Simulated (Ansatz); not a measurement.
# Calculated with Ansatz: Zn, settings compared

input.yaml:

```yaml
crystal:
  lattice:
    - [1.481869, 2.566671, 0.0]
    - [-1.481869, 2.566671, 0.0]
    - [0.0, 0.0, 4.653137]
  atoms:
    - { symbol: Zn, position: [0.33333, 0.33334, 0.25] }
    - { symbol: Zn, position: [0.66666, 0.66667, 0.75] }
  symmetry: { tolerance: 0.0003 }
kpoints:
  mp_grid: { grid: [7, 7, 4], shift: [0, 0, 0] }
magnetization:
  spin_polarized: false
scf:
  occupations: { method: fermi_dirac }
hamiltonian:
  pseudopotentials: { kind: paw }
  xc: pbe
basis:
  ecutwfc: 420
output:
  forces: true
  stress: true
  eigenvalues: true
  write_density: true
  write_potential: true
  elf: true
  volumetric_format: npy
```

The command:

```bash
ansatz run input.yaml --threads 1 --pin off --max-ram 2560MiB --backend cpu --events-out ev --progress --plain --runs-dir out
```

Origin of the cell: a known structure type with other elements, at an estimated volume, so it need not be a known compound.

The smearing width isn't typed, so it takes its default of 0.1 eV.

Output of this run (shortened):

```
Warning: the atoms were moved onto the symmetric positions of the space group found under crystal.symmetry.tolerance 3.0e-4 (fractional; no operation is sought that the atoms, as they stand i […]
Pseudopotentials: kind: paw
Pseudopotential: Zn, paw, valence charge 12, recommended cutoff 420 eV (normal), Zn.paw.azcp
Functional definition: PBE
  exchange = pbe_x(kappa = kappa, mu = beta*pi^2/3)
  correlation = pbe_c(beta = beta)
Crystal: 2 atoms, lattice volume = 35.396 Å³
Basis set: ecut = 420 eV, 687 PW (Γ), exchange–correlation on 40×40×64 points (8 copies of the dense FFT grid, shifted against one another)
Bands: 16, of which v1, the nominal top of the filled ones, is band 12 counted from 1 (11 counted from 0)
Symmetry: 24 space group operations
Space group: P63/mmc (ITA 194), of the structure as read, at distance tolerance 9.9e-4 Å
k-points: 24 of 196
[… 2 lines left out …]
Initial density: superposition of atomic densities (neutral atoms: chi_scale 0, normalization atom), corrected by the library's trained network
Functional: x = pbe(κ = 0.804, μ = 0.219515), c = pbe(β = 0.066725)
SCF iter   1: F=—  HF=-6637.904933 eV  Δρ=2.82e-3  dr2=2.19e-3
SCF iter   2: F=—  HF=-6637.904092 eV  Δρ=1.58e-3  dr2=3.01e-4
SCF iter   3: F=—  HF=-6637.903898 eV  Δρ=6.31e-4  dr2=5.92e-5
SCF iter   4: F=—  HF=-6637.903937 eV  Δρ=1.06e-4  dr2=2.01e-6
SCF iter   5: F=—  HF=-6637.903940 eV  Δρ=5.24e-5  dr2=5.23e-7
SCF iter   6: F=-6637.903940 eV  HF=-6637.903940 eV  Δρ=1.70e-5  dr2=5.89e-8
SCF 1 converged in 6 iterations: F = -6637.903940 eV  dr2 = 5.89e-8
SCF converged after 6 iterations
Free energy (F): -6637.903940 eV
Harris-Foulkes:  -6637.903940 eV  (|F-HF|=6.80e-8)
Internal energy: -6637.883619 eV  (E = F + TS)
E sigma→0 (E₀):  -6637.893780 eV
Entropy (-TS):   -0.020321 eV (-10.160 meV/atom)
Fermi energy:    8.931260 eV
--- Per-component energies (eV) ---
  E_band       = 56.083198
  E_kinetic    = 259.322383
  E_local      = -3259.156356  (includes V_loc(G=0)·N_el)
  E_nonlocal   = 1223.678460
  E_hartree    = 1361.336371
  E_xc         = -273.224384
  E_vxc        = -102.215005  (∫ρ·V_xc dr)
  E_paw        = -3652.295678  (= ΣΔE_a)
  E_vpaw       = -788.236483  (= ΣTr[D̂ρ^β])
  E_aug_tail   = -0.000706  (compensation charges beyond the density's cutoff)
  E_ewald      = -2297.543709
  E_smearing   = -0.020321  (= −TS)
  Σ components = -6637.903940   (vs F -6637.903940, Δ=0.00e0)
--- Forces (eV/Å), atoms counted from 1 ---
  atom   1  Zn     0.000000     0.000000     0.000000
  atom   2  Zn    -0.000000     0.000000     0.000000
  max |Σ_I F_I| component: 1.39e-17 eV/Å
--- Stress (GPa, compression-positive) ---
       -8.404971       0.000000       0.000000
        0.000000      -8.404971       0.000000
        0.000000       0.000000      -4.027413
  P = ⅓ Tr σ = -6.9458 GPa (-69.458 kbar)
```

The same input was run again with these changes:

1. `crystal.symmetry` { tolerance: 0.0003 } → { detect: false }; `scf.eigensolver.kind` default → davidson; `hamiltonian.xc` pbe → lda
2. `hamiltonian.pseudopotentials` { kind: paw } → { kind: nc, accuracy: standard }; `basis.ecutwfc` 420 → "800 eV"; `magnetization` { spin_polarized: false } → { spin_polarized: true } (starts: ferro); typed moments: Zn1 3, Zn2 1
3. `accuracy` default → medium; `scf.occupations.method` fermi_dirac → tetrahedron
4. `scf.mixing.algorithm` default → anderson; `scf.mixing.beta` default → 0.1; typed moments: none

```csv
run,end,SCF iterations,P (GPa),max force component (eV/Å),moment (μB),ΔE(σ→0) (meV/atom)
base,converged,6,-6.95,0.000,–,0
1,converged,6,-13.05,0.000,–,–
2,converged,14,-6.91,0.000,0.00,–
3,converged,6,-8.58,0.000,–,9.67
4,converged,10,-6.95,0.000,–,0.00
```

Energies are compared only where functional, datasets, charge and starting cell are the same.

Caveats of the base run: the k mesh is coarse if the cell is a metal.

Run 2: a starting moment was lost; the cutoff lies below the datasets' advice.
Run 3: forces and stress under tetrahedra may miss the slope of the energy.

The base run took 1.3 s on 1 thread of Arm Neoverse V1, with other jobs on the host, peak memory 0.27 GiB, from the program's own first density.
